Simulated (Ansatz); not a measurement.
**Data sheet: NdAs (DFT)**

NdAs:
```
CELL_PARAMETERS angstrom
      2.13603     1.23324     6.97625
     -2.13603     1.23324     6.97625
      0.00000    -2.46648     6.97625
ATOMIC_POSITIONS crystal
  Nd 0.00000 0.00000 0.00000
  As 0.75000 0.75000 0.75000
  Nd 0.50000 0.50000 0.50000
  As 0.25000 0.25000 0.25000
```
The run is spin-polarised; directions of the spins, atom by atom: ↑ 0 ↓ 0.

Space group Fm-3m (No. 225), rock salt; conventional cell a = 6.0416 Å, b = 6.0416 Å, c = 6.0416 Å, α = 90.00°, β = 90.00°, γ = 90.00°.

Method: r²SCAN (plane waves, PAW; program Ansatz). The cell and atoms are relaxed at this level. Other levels are named where they apply.

### Cell and energy

```
Item                 Result
---------------  ----------
Volume per atom    27.57 Å³
Density          6.60 g/cm³
```

### Electronic structure

```
Property                                                                 Result
----------------------------------------  -------------------------------------
Band gap                                                     0.43 eV (indirect)
Valence-band maximum                                                       at Γ
Conduction-band minimum                             at F (3 equivalent valleys)
Smallest direct gap on the standard path                                0.50 eV
Electron effective mass                   0.13, 0.13, 1.4 mₑ (principal values)
```

### Magnetism

```
Quantity                   Result
--------------  -----------------
Magnetic order  antiferromagnetic
Net moment       0.00 μB per atom
```

The workflow started from an entry of the Crystallography Open Database (COD). Its standing as an ambient phase is unchecked. The r²SCAN relaxation kept the symmetry of its start, as lowered by the spin order; its stability against distortions is not shown here. Spin order of the final state: antiferromagnetic, chosen from 2 collinear starts compared on coarse meshes (ties went to the first, and starts can fall back to one state), not a proven ground state. Caveat: open 4f shells can settle in a state that is not the lowest. Other orbital occupations within this spin state were not tried. No Hubbard U is applied. Point labels and valley counts follow the cell and symmetry of the run, lower than the named group. Spin–orbit coupling is left out wherever it is not named.

Potentials: the later of the program's two PAW sets.
